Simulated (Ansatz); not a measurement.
**NiGe: field gradients at two levels of theory**

Cell: a COD entry, ions relaxed with PBE at fixed cell.

```cif
data_NiGe
_symmetry_space_group_name_H-M 'Pnma'
_symmetry_Int_Tables_number 62
_cell_length_a 5.3810
_cell_length_b 3.4280
_cell_length_c 5.8110
_cell_angle_alpha 90.000
_cell_angle_beta 90.000
_cell_angle_gamma 90.000
loop_
_atom_site_label
_atom_site_type_symbol
_atom_site_symmetry_multiplicity
_atom_site_Wyckoff_symbol
_atom_site_fract_x
_atom_site_fract_y
_atom_site_fract_z
Ni Ni 4 c 0.9936 0.7500 0.1890
Ge Ge 4 c 0.8114 0.7500 0.5860
```

One atom of each set is listed.

First run. Level of theory: DFT, PBE, plane waves and PAW, scalar-relativistic, collinear spin, 420 eV cutoff, Γ-centred 9×14×8 k-points, Fermi–Dirac smearing 0.05 eV (Ansatz 0.2.0). Start moments as typed (μB): 1.5 on each Ni, none on the rest.

| site | V_zz (10²¹ V/m²) | η |
| --- | --- | --- |
| Ni | 0.75 | 0.76 |
| Ge | -5.84 | 0.94 |

Second run. The same atoms and settings, except that the functional is r2SCAN and the cutoff is 500 eV.

Question: Given the first result, estimate the second.

Answer: 

```csv
site,V_zz,η,change of V_zz
Ni,-1.07,0.84,–
Ge,-6.19,0.96,-0.35
```

The largest change of V_zz along a kept axis is on Ge, from -5.84 to -6.19. In per cent, |V_zz| changes by +6 on Ge (all sites that start above 2). On Ni the largest principal value lies along another axis in the second run, so the two V_zz can't be compared directly.

The run finds no gap above 0.1 eV (a metal, or nearly one), so the gradients can move by 10 % or more with the k-mesh. With these PAW files V_zz is typically within 2 to 3 % of all-electron values, but misses above 10 % occur on Ni. The start moments die out, and the run ends without spin.
For the second run: The program didn't check the stability of this electronic state in full, so a lower one may lie near.
